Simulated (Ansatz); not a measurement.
**Relaxing SbMo in the zincblende type**

First guess:

```yaml
crystal:
  lattice:
    - [0.00000, 3.21951, 3.21951]
    - [3.21951, 0.00000, 3.21951]
    - [3.21951, 3.21951, 0.00000]
  atoms:
    - { symbol: Mo, position: [0.00000, 0.00000, 0.00000] }
    - { symbol: Sb, position: [0.25000, 0.25000, 0.25000] }
```

Level of theory: Ansatz 0.2.0, DFT, PBE, PAW with Ansatz's default frozen-core files, scalar-relativistic.

Cell and atoms relax within the symmetry of the start on a 10×10×10 k mesh with 0.08 eV Fermi–Dirac smearing.

The start is built from a prototype, known or not as a phase of this compound; the cutoff is 420 eV.

Spin polarisation is left out, and whether a magnetic state lies lower isn't shown here.

No spin–orbit coupling, which matters for the heavy atoms here.

(1) What is the pressure of the first guess?

(2) What does it relax to?

(3) How much energy does the relaxation release?

Answers

(1) -8.22 GPa.

(2) a = 6.130 Å, b = 6.130 Å, c = 6.130 Å, α = 90.00°, β = 90.00°, γ = 90.00° (conventional cell), 28.79 Å³ per atom:
```cif
data_structure
_symmetry_space_group_name_H-M 'F-43m'
_symmetry_Int_Tables_number 216
_cell_length_a 6.1299
_cell_length_b 6.1299
_cell_length_c 6.1299
_cell_angle_alpha 90.000
_cell_angle_beta 90.000
_cell_angle_gamma 90.000
_cell_volume 230.33
loop_
_atom_site_label
_atom_site_type_symbol
_atom_site_symmetry_multiplicity
_atom_site_Wyckoff_symbol
_atom_site_fract_x
_atom_site_fract_y
_atom_site_fract_z
_atom_site_occupancy
Mo1 Mo 4 a 0.00000 0.00000 0.00000 1
Sb1 Sb 4 d 0.25000 0.25000 0.75000 1
```

(3) 135 meV/atom.
